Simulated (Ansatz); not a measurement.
Input:

Starting cell, Ti (hcp, Mg type):

```
Ti
1.0
    5.87770     0.00000     0.00000
   -1.46943     2.54512     0.00000
    2.93885     0.00000     4.64996
Ti
4
Direct
  0.79167   0.66667   0.75000
  0.29167   0.66667   0.75000
  0.20833   0.33333   0.25000
  0.70833   0.33333   0.25000
```

The atoms are displaced by Q × the pattern below (from a DFPT mode at L = (0.5, 0.0, 0.5), largest move 1; Q in Å), at fixed cell. It is one choice among 2 degenerate patterns. (q is in reciprocal vectors of the primitive cell; the cell shown is doubled to hold the pattern.)

| atom | x | y | z |
|---|---|---|---|
| Ti1 | -0.398 | 0.689 | 0.000 |
| Ti2 | 0.398 | -0.689 | 0.000 |
| Ti3 | -0.500 | 0.866 | 0.000 |
| Ti4 | 0.500 | -0.866 | 0.000 |

Level of theory: PBE (plane waves to 420 eV, PAW, scalar-relativistic; Ansatz, a first-principles code). k mesh 18×18×18 (Γ-centred), Fermi-Dirac smearing 0.05 eV. The energy includes the smearing's −TS. With partly filled bands, energies and forces of such displacements shift with the k mesh and the smearing. The PAW data are Ansatz's earlier set. Ti is run without spin polarisation. Ti was relaxed with its symmetry unable to fall. ΔE is measured from the undisplaced structure.

The scan covers Q from -0.280 to 0.280 Å in 13 points.

**Question.** Which space group does the distorted structure have?

**Answer.** Cc (No. 9), lowered from P6_3/mmc.

**Question.** Is this a single well or a double well?

**Answer.** A single well with its minimum at or next to zero displacement.

**Question.** What is the energy change at Q = 0.280 Å?

**Answer.** 645 meV/cell.

**Question.** What harmonic wavenumber does the curvature at Q = 0 give?

**Answer.** 178 cm⁻¹.

(A displaced cell: forces are minus the slopes of the energy, force constants its curvatures, and phonons follow from these.)
